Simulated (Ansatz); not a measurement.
Here is the system:

Si:
```yaml
crystal:
  lattice:
    - [0.00000, 2.71680, 2.71680]
    - [2.71680, 0.00000, 2.71680]
    - [2.71680, 2.71680, 0.00000]
  atoms:
    - { symbol: Si, position: [0.75000, 0.75000, 0.75000] }
    - { symbol: Si, position: [0.50000, 0.50000, 0.50000] }
```

This is the PBEsol-relaxed structure.

Problem. All from DFT-PBEsol in the program Ansatz with PAW potentials, unless another level is named. Estimate the Hill bulk and shear moduli.

Solution. 94.0 and 61.6 GPa.

Problem. Predict the elastic constants (relaxed ions, GPa).

Solution. C11 = 157, C12 = 62.6, C44 = 73.6.

Space group Fd-3m (diamond). The cell was relaxed with PBEsol under the symmetry of its start.

Potentials: the earlier of the program's two PAW sets. The files were generated under PBE; for other functionals the program regenerates the frozen cores, and for LDA and PBEsol the local potential too.
